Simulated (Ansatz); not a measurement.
Starting cell, Hf (hcp, Mg type):

```xyz
4
Lattice="6.4084 0.0000 0.0000 -1.6021 2.7749 0.0000 0.0000 0.0000 5.0691" Properties=species:S:1:pos:R:3 pbc="T T T"
Hf     0.0000     1.8500     3.8018
Hf     3.2042     1.8500     3.8018
Hf     1.6021     0.9250     1.2673
Hf     4.8063     0.9250     1.2673
```

A phonon eigenvector at M = (0.5, 0.0, 0.0) is frozen into this cell: atom i moves by Q times the vector below, so Q is the largest atomic displacement, in Å. The cell is held. (q is in reciprocal vectors of the primitive cell; the cell shown is doubled to hold the pattern.)

```csv
atom,x,y,z
Hf1,-0.866,-0.500,0.000
Hf2,0.866,0.500,0.000
Hf3,-0.866,-0.500,0.000
Hf4,0.866,0.500,0.000
```

Level of theory: PBE (plane waves to 420 eV, PAW, scalar-relativistic; Ansatz, a program for electronic structure). k mesh 17×17×9 (Γ-centred), Fermi-Dirac smearing 0.05 eV. E stands for the smeared free energy. Stress and pressure are positive under compression. With partly filled bands, energies and forces of such displacements shift with the k mesh and the smearing. Hf is run without spin polarisation. Hf was relaxed with its symmetry unable to fall. Spin-orbit coupling is left out, though Hf is heavy. The zero of ΔE is the undisplaced structure.

Problem. Estimate the ΔE (meV/cell) and P (GPa) for Q (Å) = -0.180, 0.030, 0.060, 0.120, 0.180.

Solution. 
| Q (Å) | ΔE (meV/cell) | P (GPa) |
|---|---|---|
| -0.180 | 707 | 4.0 |
| 0.030 | 21 | 0.1 |
| 0.060 | 84 | 0.5 |
| 0.120 | 320 | 1.8 |
| 0.180 | 707 | 4.0 |

(A displaced cell: forces are minus the slopes of the energy, force constants its curvatures, and phonons follow from these.)
